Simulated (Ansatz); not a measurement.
# Structure relaxation, Au

The start is a generated cell, Au placed in the AFLOW prototype A_hR12_166_2h (as in B). The cell and all atomic positions are relaxed at zero pressure with PBE (plane waves to 420 eV, PAW, scalar-relativistic; Ansatz, a quantum-chemistry and plane-wave program). First-step values are on the input's coarse k-mesh.

Ansatz input (later rounds restart from its end on a renewed k-mesh):
Ansatz 0.2 input:
```yaml
crystal:
  lattice:
    - [3.2541784, 1.8788008, 5.5542885]
    - [-3.2541784, 1.8788008, 5.5542885]
    - [0, -3.7576016, 5.5542885]
  atoms:
    - { symbol: Au, position: [0.0104, 0.65729, 0.0104] }
    - { symbol: Au, position: [0.0104, 0.0104, 0.65729] }
    - { symbol: Au, position: [0.65729, 0.0104, 0.0104] }
    - { symbol: Au, position: [0.9896, 0.34271, 0.9896] }
    - { symbol: Au, position: [0.9896, 0.9896, 0.34271] }
    - { symbol: Au, position: [0.34271, 0.9896, 0.9896] }
    - { symbol: Au, position: [0.2206, 0.6323, 0.2206] }
    - { symbol: Au, position: [0.2206, 0.2206, 0.6323] }
    - { symbol: Au, position: [0.6323, 0.2206, 0.2206] }
    - { symbol: Au, position: [0.7794, 0.3677, 0.7794] }
    - { symbol: Au, position: [0.7794, 0.7794, 0.3677] }
    - { symbol: Au, position: [0.3677, 0.7794, 0.7794] }
basis: { ecutwfc: 420, ecutrho_ratio: 4, xc_grid: 2, fft_grid_basis: typed }
kpoints: { mp_grid: { grid: [5, 5, 5] } }
hamiltonian:
  xc: pbe
  dispersion: none
  pseudopotentials: { azcp: { folder: ./paw }, kind: paw }
scf: { occupations: { method: fermi_dirac, width: 0.05 } }
relax: { f_tol: 0.01, max_steps: 100, cell: { stress_tol: 0.02 } }
output: { forces: true, stress: true }
```

**Question.** What pressure does the first self-consistent step give?

**Answer.** +126 GPa (positive: the cell is compressed).

**Question.** How does the volume change?

**Answer.** +51.3 %, from 16.98 to 25.69 Å³/atom.

**Question.** How do the shortest distances between atoms change?

**Answer.** The closest pairs of elements (up to four, under 3.6 Å), start → end: Au–Au 2.27 → 2.64 Å.

**Question.** Is the relaxed structure metallic? Give its gap.

**Answer.** No gap (metallic).

The space group stays R-3m (No. 166) (the run could not lower it); the end is AFLOW prototype A_hR12_166_2h (as in B), with 12 atoms in the primitive cell. Final values are on a 6×6×6 k-mesh of the relaxed cell. No spin polarisation in the result.

The run could not lose the symmetry of its start, so the end can be a saddle point.

The relaxed structure here is a generated cell of Au: the first start was made by placing the elements on the sites of a structure type, and the end was not matched to a known phase here, so it may be hypothetical. Known forms of Au include space group No. 225.
